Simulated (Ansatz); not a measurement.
The elements of this relaxed trial crystal are hidden behind letters.

```
lattice vectors (Å)
   3.6268    0.0000    0.0000
  -1.8134    3.1409    0.0000
   0.0000    0.0000    5.9015
fractional positions
X 0.0000 0.0000 0.5000
Z 0.0000 0.0000 0.0000
Q 0.6667 0.3333 0.2570
Q 0.3333 0.6667 0.7430
Q 0.3333 0.6667 0.2570
Q 0.6667 0.3333 0.7430
```

Method: DFT PBE, scalar-relativistic, plane waves, PAW in Ansatz 0.2.0. The final run on the 6-atom cell used 420 eV, a Γ-centred 12×12×6 mesh, 0.10 eV smearing and no spin polarisation.

```
Space group                                : P6/mmm (No. 191)
Conventional cell                          : a = 3.627 Å, c = 5.902 Å
Volume per atom                            : 11.20 Å³
Density                                    : 5.11 g/cm³
Energy over the elements                   : −0.20 eV/atom
Gap on the 12×12×6 mesh of the 6-atom cell : 0 eV (a metal)
```

Energies are uncorrected and count from the elements' standard states at the same level.

**Question.** X is an s-block element of period 3, Z is a p-block element of period 5 and Q is a p-block element of period 2. Which elements are they?

**Answer.** X = Mg, Z = Sn, Q = O, so the formula is MgSnO4. Density times volume gives a mean mass of 5.11 × 11.20/1.6605 = 34.5 u per atom, and this set has 34.5 u. Mg has 12 O at 2.54 Å and 2 Sn at 2.95 Å; Sn has 12 O at 2.59 Å and 2 Mg at 2.95 Å; O has 3 O at 2.09 Å, 3 Mg at 2.54 Å and 3 Sn at 2.59 Å. Other sets within the hints have nearly the same mass, so mass alone doesn't settle it; this one was computed.

Symmetry constrained the relaxation, so the result can be a saddle point. Another cell of MgSnO4 relaxed alike, in Cmmm, lies 1.05 eV/atom lower, so this cell isn't the stable form at this level.
